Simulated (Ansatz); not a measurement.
## How much do the gradients of Mg2CrIn3S8 depend on the method?

Cell: a Materials Project structure (computed, not necessarily an observed phase), ions relaxed with PBE at fixed cell.

Space group R-3m:H (No. 166); a = 7.5979, c = 18.4954 Å, γ = 120.00°.

| site | Wyckoff | site symmetry | x | y | z |
| --- | --- | --- | --- | --- | --- |
| Mg | 6c | 3m | 0.0000 | 0.0000 | 0.8745 |
| Cr | 3b | -3m | 0.0000 | 0.0000 | 0.5000 |
| In | 9e | .2/m | 0.1667 | 0.8333 | 0.3333 |
| S7 | 18h | .m | 0.1510 | 0.8490 | 0.5791 |
| S9 | 6c | 3m | 0.0000 | 0.0000 | 0.2575 |

One atom of each set is listed; the run and its k-mesh use a cell of 14 atoms with edges of 7.57, 7.57, 7.57 Å.

First run. Method: Kohn–Sham DFT in Ansatz, PBE, plane waves and PAW, scalar-relativistic, collinear spin, 420 eV cutoff, Γ-centred 5×5×5 k-points, Fermi–Dirac smearing 0.02 eV. Start moments as typed (μB): 3 on each Cr, none on the rest.

| site | V_zz (10²¹ V/m²) | η | m (μB) |
| --- | --- | --- | --- |
| Mg | 0.18 | 0.00 | 0.00 |
| Cr | -0.50 | 0.00 | 2.71 |
| In | 2.77 | 0.63 | 0.01 |
| S7 | 1.62 | 0.09 | -0.03 |
| S9 | -0.62 | 0.00 | 0.03 |

Second run. The same atoms and settings, except that a Hubbard term is added (U = 2.5 eV on Cr d).

(1) Given the first result, estimate the second.

Answers

(1) 

```tsv
site	V_zz	η	change of V_zz	m (μB)
Mg	0.19	0.00	+0.01	0.00
Cr	-0.52	0.00	-0.02	2.90
In	2.93	0.54	+0.16	0.01
S7	1.76	0.11	+0.14	-0.05
S9	-0.61	0.00	+0.01	0.02
```

The largest change of V_zz is on In, from 2.77 to 2.93. In per cent, |V_zz| changes by +6 on In, -3 to +9 on S (all sites that start above 0.5). The absolute magnetisation of the cell goes from 3.6 to 3.9 μB.

All moments are parallel here, as the start or the cell imposes; many such compounds order antiparallel, where fields and spin densities carried over to other atoms largely cancel. The magnetic order is the one that the run reached from its start moments, not necessarily the measured one.
For the first run: Without spin–orbit coupling (the program notes it for In) the gradients can shift somewhat, as the gap is small.
For the second run: Without spin–orbit coupling (the program notes it for In) the gradients are little affected as a rule: paired runs on crystals with a gap mostly move them by under 2 % at such atoms.
